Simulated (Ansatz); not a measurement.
The relaxed structure here is a generated cell of AlRh: the first start was made by placing the elements on the sites of a structure type, and the end was not matched to a known phase here, so it may be hypothetical.

One starting cell of AlRh (a generated trial cell of AlRh in the AFLOW prototype AB_hP8_186_ab_ab (B5, as in SiC)) was relaxed twice with Ansatz (plane waves, PAW, scalar-relativistic): with PBEsol at 420 eV and with PBE at 420 eV. The PBEsol result:

AlRh is taken in the hexagonal space group P6₃mc (No. 186), Pearson symbol hP8. Lattice parameters: a = 4.0984 Å, b = 4.0984 Å, c = 9.1453 Å, α = 90.00°, β = 90.00°, γ = 120.00°. Al1 on 2a has 5 Rh at 2.269–2.376 Å (trigonal bipyramidal). Al2 on 2b is surrounded by 3 Rh at 2.406 Å. Rh1 on 2a sees 5 Al at 2.269–2.406 Å (trigonal bipyramidal). Rh2 on 2b is coordinated by 3 Al at 2.376 Å (trigonal planar). (Neighbours: up to the widest gap in distance over summed covalent radii, below 1.35, at either atom.)

| quantity | PBEsol | PBE |
|---|---|---|
| space group | P6₃mc | P6₃mc |
| volume (Å³/atom) | 16.63 | ? |
| a (Å) | 4.098 | ? |
| c (Å) | 9.145 | ? |
| gap (eV, no spin-orbit coupling) | 0.00 | ? |

Q: Fill in the PBE column.

A: 
- volume (Å³/atom), PBE: 17.17
- a (Å), PBE: 4.142
- c (Å), PBE: 9.245
- gap (eV, no spin-orbit coupling), PBE: 0.00

Both levels end in the same structure; PBE's volume is 3.2 % larger. Neither column is exact.

No spin polarisation in the result.

The run could not lose the symmetry of its start, so the end can be a saddle point.

Ansatz is an electronic-structure program.
